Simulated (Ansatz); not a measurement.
(100) slab cut from the bulk of Ag, 15 Å of vacuum:

```xyz
10
Lattice="2.8671 0.0000 0.0000 0.0000 4.6907 0.0000 0.0000 0.0000 26.5871" Properties=species:S:1:pos:R:3 pbc="T T T"
Ag    0.0000    1.1727    7.5000
Ag    0.0000    3.5180    9.1553
Ag    1.4335    1.1727    9.9829
Ag    1.4335    3.5180   11.6382
Ag    0.0000    1.1727   12.4659
Ag    0.0000    3.5180   14.1212
Ag    1.4335    1.1727   14.9488
Ag    1.4335    3.5180   16.6041
Ag    0.0000    1.1727   17.4318
Ag    0.0000    3.5180   19.0871
```

Theory: DFT PBEsol, scalar-relativistic, plane waves, PAW in Ansatz. Plane waves to 420 eV, a k mesh through Γ of 12×8×1 on the computed 10-atom cell and Gaussian smearing (0.10 eV); no spin polarisation. A dipole correction removes the field between periodic images along c.

This base run converges in 7 iterations with a largest force of 0.509 eV/Å and a work function of 4.04 eV on the top face.

One setting at a time is then changed, some of them on purpose to poor values; changes count from the base run, energies are extrapolated to zero smearing, γ keeps the base's bulk energy, atoms stay where they are, a change of functional drops any dispersion correction, and risky runs are capped at 50 to 100 iterations.

(1) What does each change do? functional LDA; field of 0.1 V/Å along c; occupations methfessel-paxton 0.2 eV; at most 2 SCF iterations; the slab thickened to 12 atoms (same faces, atoms at the bulk's places); field of 4.0 V/Å along c; the slab thinned to 8 atoms (same faces, atoms at the bulk's places); functional r2SCAN (500 eV); field of 1.5 V/Å along c.

In some of the runs (field 4.0, field 1.5) charge leaks into the vacuum, so their work functions can be off.

Answers

(1)
| change | outcome | SCF iterations | ΔE (meV/atom) | Δγ (J/m²) | Δφ top (eV) | largest force (eV/Å) | largest change of a force (eV/Å) |
| --- | --- | --- | --- | --- | --- | --- | --- |
| functional LDA | converged | 7 |  |  | +0.31 | 0.808 | 0.298 |
| field of 0.1 V/Å along c | converged | 10 | -0.5 |  |  | 0.509 | 0.002 |
| occupations methfessel-paxton 0.2 eV | converged | 7 | -0.1 | -0.001 | 0.00 | 0.506 | 0.003 |
| at most 2 SCF iterations | not converged | 2 |  |  |  |  |  |
| the slab thickened to 12 atoms (same faces, atoms at the bulk's places) | converged | 7 | -36.9 | +0.004 | +0.07 | 0.464 |  |
| field of 4.0 V/Å along c | converged with warnings | 15 | -862.5 |  |  | 0.287 | 0.614 |
| the slab thinned to 8 atoms (same faces, atoms at the bulk's places) | converged | 7 | +58.4 | +0.010 | -0.08 | 0.478 |  |
| functional r2SCAN (500 eV) | converged | 8 |  |  | -0.17 | 0.342 | 0.217 |
| field of 1.5 V/Å along c | converged with warnings | 13 | -119.8 |  |  | 0.431 | 0.088 |

The reference crystal is a form of Ag, which isn't its usual structure.

Cost: 10 runs of about 29 core-minutes in all, on Intel Xeon Platinum 8259CL (Skylake/Cascade Lake) (shared hosts).